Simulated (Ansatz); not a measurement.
**MgO (rock salt): energy over volume and axial ratio**

MgO (rock salt), conventional cell a = 4.254 Å, b = 4.254 Å, c = 4.254 Å, α = 90.00°, β = 90.00°, γ = 90.00°. The calculation uses the primitive cell of 2 atoms, to which meshes and values per cell refer.

Grid over V/V₀ and (c/a)/(c/a)₀, subscript 0 meaning the relaxed cell; the conventional c axis lies along z; no internal relaxation.

Method: PBE (plane waves to 420 eV, PAW, scalar-relativistic; Ansatz, an electronic-structure program). k mesh 13×13×13 (Γ-centred), Fermi-Dirac smearing 0.05 eV. E stands for the smeared free energy. Stress and pressure are positive under compression. MgO was relaxed with its symmetry unable to fall. The zero of ΔE is the relaxed starting cell.

ΔE (meV/atom), with V/V₀ across and (c/a)/(c/a)₀ down:

| (c/a)/(c/a)₀ \ V/V₀ | 0.960 | 0.980 | 1.000 | 1.020 | 1.040 |
|---|---|---|---|---|---|
| 0.920 | 41.1 | 32.4 | 27.7 | 26.9 | 29.4 |
| 0.960 | 15.3 | 8.7 | 6.3 | 7.4 | 11.7 |
| 1.000 | 7.7 | 1.9 | 0.0 | 1.7 | 6.7 |
| 1.040 | 14.1 | 7.7 | 5.2 | 6.4 | 10.9 |
| 1.080 | 31.5 | 23.4 | 19.4 | 19.1 | 22.2 |

σxx (GPa), with V/V₀ across and (c/a)/(c/a)₀ down:

```tsv
(c/a)/(c/a)₀ \ V/V₀	0.960	0.980	1.000	1.020	1.040
0.920	1.8	-1.1	-3.7	-6.0	-8.1
0.960	3.9	0.8	-2.1	-4.7	-7.0
1.000	6.6	3.1	0.0	-2.8	-5.4
1.040	9.9	6.1	2.6	-0.5	-3.3
1.080	13.8	9.6	5.8	2.4	-0.7
```

Summary:

```
Item                                                                                                Value
-----------------------------------------------------  --------------------------------------------------
Shear modulus C′ = (C11 − C12)/2 (fit, atoms clamped)                                              89 GPa
Lowest place on the grid                                V/V₀ = 1.000, (c/a)/(c/a)₀ = 1.000 (0.0 meV/atom)
Highest place on the grid                              V/V₀ = 0.960, (c/a)/(c/a)₀ = 0.920 (41.1 meV/atom)
```

The 25 points together took around 80 core-seconds (rough).

(A scan under strain: stresses follow from slopes of the energy per volume, elastic moduli from its curvatures.)
